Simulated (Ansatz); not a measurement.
A crystal relaxed with r2SCAN in Ansatz has space group Cmmm (No. 65) and a = 8.468 Å, b = 11.980 Å, c = 4.237 Å.

```json
{"atom": "Xx", "site": "2a", "x": "0.0000", "y": "0.0000", "z": "0.0000"}
{"atom": "Xx", "site": "4f", "x": "0.2500", "y": "0.7500", "z": "0.5000"}
{"atom": "Cd", "site": "2b", "x": "0.5000", "y": "0.0000", "z": "0.0000"}
{"atom": "Te", "site": "4i", "x": "0.5000", "y": "0.7472", "z": "0.0000"}
{"atom": "Te", "site": "4h", "x": "0.2463", "y": "0.0000", "z": "0.5000"}
```

The r2SCAN gap is indirect, 0.03 eV (Σ₀–Γ (0.33 of the way from Σ₀) to T), below the direct gap of 0.22 eV at T. (This is within a few times the smearing of 0.02 eV, so the filling near the edges can be smeared.) The HSE06 gap is indirect, 0.19 eV (Σ₀–Γ (0.33 of the way from Σ₀) to T), below the direct gap of 0.39 eV at T. Meshes: r2SCAN 4×4×6, HSE06 2×2×4.

Question: Which element is Xx?
A. Zn
B. Sr
C. Ca
D. Mg

Answer: D. Xx is Mg: Mg₃CdTe₄, ordered on the rocksalt lattice (Cmmm) with 8 atoms a cell. Mg is surrounded by 6 Te at 2.96–2.97 Å; Mg is surrounded by 6 Te at 3.00 Å; Cd is surrounded by 6 Te at 3.02–3.03 Å; Te is surrounded by 5 Mg at 2.96–3.00 Å and 1 Cd at 3.03 Å; Te is surrounded by 4 Mg at 2.97–3.00 Å and 2 Cd at 3.02 Å.

(Calculated; spin-unpolarised; the phase may be known or hypothetical.)

Spin-orbit coupling is left out, which matters wherever the heavy atoms make up the band edges.

Where an edge lies off the special points, it is a point of the mesh or the k point where a search put PBE's edge or least direct gap, reused for the other functionals, whose own edges may lie a little apart.

Gaps or overlaps of about a tenth of an eV are at the limit of these meshes: between the points read a gap can be smaller or closed.

The meshes of the hybrids are coarse, so their gaps aren't converged to the digits shown.
